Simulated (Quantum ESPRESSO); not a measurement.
## Kohn-Sham bands of VBiO4 (P1)

```yaml
crystal:
  lattice:
    - [4.78990, 0.00000, 0.00000]
    - [1.15494, 4.66014, 0.00000]
    - [2.24666, 1.76119, 4.51119]
  atoms:
    - { symbol: V, position: [0.35338, 0.64589, 0.50025] }
    - { symbol: Bi, position: [0.95005, 0.04938, 0.99978] }
    - { symbol: O, position: [0.33000, 0.92820, 0.16005] }
    - { symbol: O, position: [0.32318, 0.27930, 0.53782] }
    - { symbol: O, position: [0.72159, 0.67674, 0.46222] }
    - { symbol: O, position: [0.07181, 0.67048, 0.83987] }
```

Structure: Materials Project mp-1101208, symmetrised, not relaxed again. Not found in the COD (Crystallography Open Database) copy used, which has the formula in other groups; not checked further. The atoms lie within 0.1 Å of the higher space group C2. Method: PBEsol plane waves in Quantum ESPRESSO 7.5 (PseudoDojo norm-conserving files, 68 Ry, spinors with spin-orbit coupling), Bloch states on a 4×4×4 mesh through Γ, Wannier90 4.0.1. Density: 8×8×8 mesh, cold smearing 0.01 Ry.

Problem. List the Kohn-Sham levels between −8 and 5.4 eV relative to the valence-band maximum at the high-symmetry points, as a band run of pw.x on that density gives them (levels within 2 meV counted together).

Solution. 
```json
[
 {"point": "Γ", "k (reciprocal lattice)": "0.000 0.000 0.000", "levels (eV)": "-4.01 (×2), -3.57 (×2), -3.07 (×2), -2.62 (×2), -2.57 (×2), -2.08 (×2), -1.75 (×2), -1.70 (×2), -1.61 (×2), -1.40 (×2), -1.19 (×2), -0.84 (×2), 3.48 (×2), 3.61 (×2), 4.12 (×2), 4.72 (×2), 4.82 (×2), 5.19 (×2)"},
 {"point": "X", "k (reciprocal lattice)": "0.000 -0.500 0.000", "levels (eV)": "-4.16 (×2), -3.35 (×2), -3.08 (×2), -2.79 (×2), -2.71 (×2), -2.46 (×2), -1.85 (×2), -1.42 (×2), -1.18 (×2), -0.78 (×2), -0.49 (×2), -0.30 (×2), 2.65 (×2), 3.44 (×2), 3.98 (×2), 4.46 (×2), 4.78 (×2)"},
 {"point": "Y", "k (reciprocal lattice)": "-0.500 0.000 0.000", "levels (eV)": "-4.16 (×2), -3.34 (×2), -3.08 (×2), -2.79 (×2), -2.71 (×2), -2.46 (×2), -1.87 (×2), -1.42 (×2), -1.18 (×2), -0.77 (×2), -0.48 (×2), -0.30 (×2), 2.65 (×2), 3.44 (×2), 3.99 (×2), 4.47 (×2), 4.79 (×2)"},
 {"point": "Z", "k (reciprocal lattice)": "0.000 0.000 -0.500", "levels (eV)": "-4.57 (×2), -3.51 (×2), -2.89 (×2), -2.74 (×2), -2.73 (×2), -2.05 (×2), -2.03 (×2), -1.27 (×2), -1.24 (×2), -1.13 (×2), -0.62 (×2), -0.24 (×2), 2.78 (×2), 3.49 (×2), 4.04 (×2), 4.54 (×2), 4.61 (×2), 4.76 (×2)"},
 {"point": "R", "k (reciprocal lattice)": "-0.500 -0.500 -0.500", "levels (eV)": "-4.30 (×2), -3.38 (×2), -3.10 (×2), -3.04 (×2), -2.79 (×2), -2.50 (×2), -1.73 (×2), -1.26 (×2), -0.90 (×2), -0.59 (×2), -0.49 (×2), 0.00 (×2), 2.48 (×2), 3.17 (×2), 3.91 (×2), 4.41 (×2), 4.63 (×2)"},
 {"point": "T", "k (reciprocal lattice)": "-0.500 0.000 -0.500", "levels (eV)": "-4.20 (×2), -3.73 (×2), -3.59 (×2), -2.63 (×2), -2.25 (×2), -2.09 (×2), -1.77 (×2), -1.38 (×2), -1.09 (×2), -1.01 (×2), -0.66 (×2), -0.46 (×2), 3.10 (×2), 3.52 (×2), 3.90 (×2), 4.29 (×2), 4.67 (×2)"},
 {"point": "U", "k (reciprocal lattice)": "0.000 -0.500 -0.500", "levels (eV)": "-4.20 (×2), -3.74 (×2), -3.59 (×2), -2.63 (×2), -2.25 (×2), -2.09 (×2), -1.76 (×2), -1.37 (×2), -1.10 (×2), -1.02 (×2), -0.67 (×2), -0.47 (×2), 3.09 (×2), 3.51 (×2), 3.90 (×2), 4.28 (×2), 4.67 (×2)"},
 {"point": "V", "k (reciprocal lattice)": "-0.500 -0.500 0.000", "levels (eV)": "-4.10 (×2), -3.61 (×2), -3.49 (×2), -2.94 (×2), -2.66 (×2), -1.99 (×2), -1.30 (×2), -1.09 (×2), -1.08 (×2), -0.66 (×2), -0.59 (×2), -0.05 (×2), 2.83 (×2), 3.40 (×2), 3.89 (×2), 4.35 (×2), 4.99 (×2)"}
]
```
